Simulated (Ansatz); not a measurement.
## AlGaN2, first-principles data

AlGaN2:
```xyz
4
Lattice="3.1153 0.0000 0.0000 0.0000 3.1153 0.0000 0.0000 0.0000 4.3843" Properties=species:S:1:pos:R:3 pbc="T T T"
Al     1.5576     1.5576     2.1921
Ga     0.0000     0.0000     0.0000
N      1.5576     0.0000     3.2446
N      0.0000     1.5576     1.1397
```

Space group P-4m2 (No. 115); conventional cell a = b = 3.1153 Å, c = 4.3843 Å, α = β = γ = 90.00°.

Method: LDA (plane waves, PAW; program Ansatz). Structure relaxed to zero pressure with the same functional. Other levels are named where they apply.

**Cell and energy**

```
Item                                                          Result
-----------------------------------------------------  -------------
Volume per atom                                             10.64 Å³
Density                                                   4.87 g/cm³
Formation energy from the elements (no fitted shifts)  -1.19 eV/atom
```

**Electronic structure**

```
Quantity                                                                      Result
--------------------------------------------  --------------------------------------
Band gap                                                            3.05 eV (direct)
Valence-band maximum                                                            at Γ
Conduction-band minimum                                                         at Γ
Electron effective mass                       0.25, 0.25, 0.39 mₑ (principal values)
Hole effective mass, band 1 of 2 at the edge           8.9 along x, 1.1 along z (mₑ)
Hole effective mass, band 2 of 2 at the edge          0.22 along x, 1.1 along z (mₑ)
```

**Mechanics**

```
Quantity                                                                                                                 Result
-----------------------------------------------------------  ------------------------------------------------------------------
Bulk modulus (Birch–Murnaghan fit)                                                                                    2060 kbar
Pressure derivative B′                                                                                                      4.1
Elastic constants (relaxed ions, GPa)                        C11 = 404, C12 = 56.5, C13 = 162, C33 = 289, C44 = 170, C66 = 67.2
Mechanical stability                                                                     stable (all eigenvalues of C positive)
Hill bulk and shear moduli                                                                                      206 and 117 GPa
Young's modulus                                                                                                         295 GPa
Poisson's ratio                                                                                                            0.26
Debye temperature from the elastic constants                                                                              738 K
Piezoelectric stress constants (proper, relaxed ions, C/m²)                    e15 = -0.50, e24 = 0.50, e31 = -0.55, e32 = 0.55
```

**Dielectric response**

```
Quantity                                                                         Result
--------------------------------------------------------  -----------------------------
Electronic dielectric constant ε∞ (DFPT)                      5.08 (xx = yy), 5.06 (zz)
Static dielectric constant ε0 (ions relaxed, cell fixed)      9.08 (xx = yy), 9.15 (zz)
Born charges (a third of the trace)                       Al +2.58, Ga +2.56, N -2.57 e
Largest static χ(2) component                                                  4.8 pm/V
```

**Phonons**

```
Property                                                                  Result
--------------------------------------------------  ----------------------------
Highest zone-centre frequency (without LO–TO term)                      704 cm⁻¹
Zone-centre stability                                     no imaginary mode at Γ
Dynamical stability on the path                     stable (no imaginary branch)
Zero-point energy                                                  88.2 meV/atom
Vibrational entropy at 300 K                             13.2 J/(K·mol of atoms)
```

The workflow started from a Materials Project entry (that database holds measured and hypothetical structures alike); the Crystallography Open Database copy checked does not list it. With Al and Ga taken as one species the cell has the higher symmetry F-43m, so it may be an ordered model of a mixed-site phase. Its standing as an ambient phase is unchecked. The LDA relaxation kept the symmetry of its start. Signs of piezoelectric constants follow the polarity of the cell as given. The references are the lowest solids computed at this level, not always the standard phases (solids in place of the gases). Scalar-relativistic: spin–orbit coupling is off unless named, which matters more the heavier the elements.

Potentials: the later of the program's two PAW sets.
